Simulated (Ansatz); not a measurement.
Rigid cleavage in Al₃GaN₄

The calculation used DFT PBEsol, scalar-relativistic, plane waves, PAW (Ansatz). The runs took a 420 eV cutoff, a Γ-centred 5×7×2 mesh and Gaussian smearing (0.05 eV). No spin polarisation. Energies are free energies at this smearing, counted from the undisturbed cell; pressure is positive in compression.

Zero of the scan (relaxed at this level; it needn't be the usual structure):

```
Al Ga N
1.0
    -5.04341    0.00000   -0.00011
     0.00000   -3.13007    0.00000
    -0.00647    0.00000   10.83598
Al Ga N
6 2 8
Direct
  0.49977 0.50000 0.83421
  0.49977 0.50000 0.33421
  0.99908 0.50000 0.16795
  0.99908 0.50000 0.66795
  0.99891 0.00000 0.91640
  0.99891 0.00000 0.41640
  0.50058 0.00000 0.08365
  0.50058 0.00000 0.58365
  0.88883 0.00000 0.08371
  0.88883 0.00000 0.58371
  0.87755 0.50000 0.83413
  0.87755 0.50000 0.33413
  0.37488 0.50000 0.17065
  0.37488 0.50000 0.67065
  0.37681 0.00000 0.91370
  0.37681 0.00000 0.41370
```

The cut lies on the cell's a–b face, a (0 0 1) plane (indices in the standard cell, whose axes needn't be the Cartesian ones shown) of area 15.79 Å², between layers 1.81 Å apart. Vector c is lengthened by d along the normal with the atoms' Cartesian places fixed: one unrelaxed cut a cell.

```tsv
d (Å)	energy (J/m²)	traction dE/dd (GPa)	gap on the mesh (eV)
-0.30	1.78	-149.5	3.64
-0.15	0.35	-51.8	3.59
0.00	0.00	0.0	3.48
0.25	0.52	34.1	3.21
0.50	1.47	39.5	2.88
0.75	2.41	34.9	2.49
1.00	3.20	27.6	2.09
1.50	4.23	14.5	1.51
2.00	4.74	6.8	1.24
3.00	5.08	1.4	1.08
4.50	5.17	0.2	1.14
6.00	5.18	0.0	1.19
```

Cost: 12 runs of about 2.8 core-minutes in all, on Intel Xeon 6975P-C (Granite Rapids) (shared hosts).